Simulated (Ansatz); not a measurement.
# What DFT gives for K2OsS4O2

```
Os O K S
1.0
    -3.33633    3.33633    4.17638
     3.33633   -3.33633    4.17638
     3.33633    3.33633   -4.17638
Os O K S
1 2 2 4
Direct
  0.00000 0.00000 0.00000
  0.21200 0.21200 0.00000
  0.78800 0.78800 0.00000
  0.75000 0.25000 0.50000
  0.25000 0.75000 0.50000
  0.23000 0.23000 0.46000
  0.23000 0.77000 0.00000
  0.77000 0.77000 0.54000
  0.77000 0.23000 0.00000
```

Single point in Ansatz 0.2.0 with r2SCAN, no spin polarisation. Cutoff 500 eV, PAW datasets, 7×7×7 Γ-centred k mesh, fermi-dirac filling (width 0.0898 eV).

Question: Is there a gap?

Answer: It is a metal, with about 12 states/eV a cell as the mean within 0.25 eV of the Fermi level, mostly S p (80 %) and O p (15 %).

Question: What do density and ELF say about some of the short contacts?

Answer: Os–O at 1.77 Å: least valence density 1.58 e/Å³ and ELF 0.32 there. K–S at 3.16 Å: least valence density 0.09 e/Å³ and ELF 0.04 there. K–O at 3.35 Å: least valence density 0.03 e/Å³ and ELF 0.01 there, so no covalent bond. S–Os at 2.17 Å is left out, since its least density falls inside a PAW sphere. These are pseudo-fields; inside the PAW spheres they differ from the all-electron ones.

Question: What is the formation energy?

Answer: -0.19 eV an atom against the elements' usual phases (free molecules for gases, crystals otherwise, with no correction for O₂ or N₂), so it is bound against them; other compounds may still compete. Relaxing would lower it.

Question: Which atom feels the largest force, and which way?

Answer: The largest is on S6 (and as large on other atoms): 4.42 eV/Å, components (3.13, 3.13, 0.00). It makes 180° with the line to a nearest neighbour, Os1 at 2.17 Å, pointing away from it.

Origin: a known structure type with other elements, at an estimated volume, so it need not be a known compound. Caveats: many states at the Fermi level without spin polarisation, so a magnetic state may lie lower; correlation that this level lacks may open a gap in such a compound; atoms or cell far from equilibrium.
